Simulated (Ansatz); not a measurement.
# Two inputs for CdSe with potassium replacing Cd

Cell: a supercell of CdSe (wurtzite type, P6_3mc) built from a structure deposited in the COD (the entry's cell lengths or inner coordinates differ somewhat from later room-temperature determinations), with all atoms left at the host's positions.

```cif
data_KCd15Se16
_symmetry_space_group_name_H-M 'P3m1'
_symmetry_Int_Tables_number 156
_cell_length_a 8.6000
_cell_length_b 8.6000
_cell_length_c 14.0400
_cell_angle_alpha 90.000
_cell_angle_beta 90.000
_cell_angle_gamma 120.000
loop_
_atom_site_label
_atom_site_type_symbol
_atom_site_symmetry_multiplicity
_atom_site_Wyckoff_symbol
_atom_site_fract_x
_atom_site_fract_y
_atom_site_fract_z
K K 1 a 0.0000 0.0000 0.0000
Cd2 Cd 1 a 0.0000 0.0000 0.5000
Cd3 Cd 3 d 0.0000 0.5000 0.0000
Cd4 Cd 3 d 0.0000 0.5000 0.5000
Cd9 Cd 3 d 0.1667 0.8333 0.2500
Cd10 Cd 3 d 0.1667 0.8333 0.7500
Cd15 Cd 1 c 0.6667 0.3333 0.2500
Cd16 Cd 1 c 0.6667 0.3333 0.7500
Se17 Se 1 a 0.0000 0.0000 0.1925
Se18 Se 1 a 0.0000 0.0000 0.6925
Se19 Se 3 d 0.0000 0.5000 0.1925
Se20 Se 3 d 0.0000 0.5000 0.6925
Se25 Se 3 d 0.1667 0.8333 0.4425
Se26 Se 3 d 0.1667 0.8333 0.9425
Se31 Se 1 c 0.6667 0.3333 0.4425
Se32 Se 1 c 0.6667 0.3333 0.9425
```

One atom of each set is listed.

Reference run. Computed with Ansatz: DFT, PBE, plane waves and PAW, scalar-relativistic, 420 eV cutoff, Γ-centred 3×3×2 k-points, Fermi–Dirac smearing 0.01 eV, cell charge -1.

**Question.** The input is changed as follows: `kpoints.mp_grid.shift`: not typed → [0.5, 0.5, 0.5]; `basis.ecutwfc`: not typed → 58.8 Ry; `scf.mixing.preconditioner`: not typed → ldos. What happens to V_zz (10²¹ V/m²) and η?

**Answer.** 

```json
{"site": "K", "V_zz reference": "1.19", "η reference": "0.00", "V_zz changed": "1.18", "η changed": "0.01"}
{"site": "Cd3", "V_zz reference": "5.21", "η reference": "0.11", "V_zz changed": "5.18", "η changed": "0.12"}
{"site": "Cd12", "V_zz reference": "1.02", "η reference": "0.56", "V_zz changed": "0.97", "η changed": "0.64"}
{"site": "Se17", "V_zz reference": "-20.5", "η reference": "0.00", "V_zz changed": "-20.8", "η changed": "0.02"}
{"site": "Se18", "V_zz reference": "-0.97", "η reference": "0.00", "V_zz changed": "-1.10", "η changed": "0.29"}
{"site": "Se19", "V_zz reference": "-2.88", "η reference": "0.44", "V_zz changed": "-3.04", "η changed": "0.37"}
{"site": "Se23", "V_zz reference": "-2.88", "η reference": "0.44", "V_zz changed": "-3.04", "η changed": "0.54"}
{"site": "Se20", "V_zz reference": "-1.44", "η reference": "0.66", "V_zz changed": "-1.57", "η changed": "0.51"}
{"site": "Se27", "V_zz reference": "-3.09", "η reference": "0.14", "V_zz changed": "-3.26", "η changed": "0.20"}
{"site": "Se26", "V_zz reference": "-23.6", "η reference": "0.05", "V_zz changed": "-23.5", "η changed": "0.05"}
{"site": "Se28", "V_zz reference": "-23.6", "η reference": "0.05", "V_zz changed": "-23.7", "η changed": "0.03"}
{"site": "Se32", "V_zz reference": "1.21", "η reference": "0.00", "V_zz changed": "1.05", "η changed": "0.32"}
```

The largest change of V_zz is on Se17, from -20.5 to -20.8. In per cent, |V_zz| changes by -1 on K, -5 to -1 on Cd, -13 to +13 on Se (all sites that start above 0.5). Where |V_zz| stays above 0.1, η moves most on Se32, from 0.00 to 0.32. The table leaves out 11 of the 23 sites, with |V_zz| up to 3.81; their tensors move by 0.24 at most along any direction. The statements above cover all sites. Symmetry makes η zero on K, Se17, Se18, Se32; the changed mesh lacks the crystal's symmetry, and the η that it gives there is an artefact. SCF iterations: 9 and 11. New warnings: slots ram shed, symmetry narrowed by mesh.

On the reference run: The defect repeats with the cell of 32 atoms, so it feels its images: sites between two images don't show the values beside a lone defect, and zeros or small values of η there can come from the images' arrangement. Cd and Se carry a gradient in the pure host already, so the values there aren't the defect's effect alone. A uniform background compensates the cell's charge. Without spin–orbit coupling (the program notes it for Cd) the gradients can shift somewhat, as the gap is small. With a gap of 0.6 eV on this mesh, small gradients can still move by 0.1 × 10²¹ V/m² or more as the k-mesh gets denser. The neighbours have not yet relaxed around the defect (largest force 2.1 eV/Å), so a real crystal will differ.
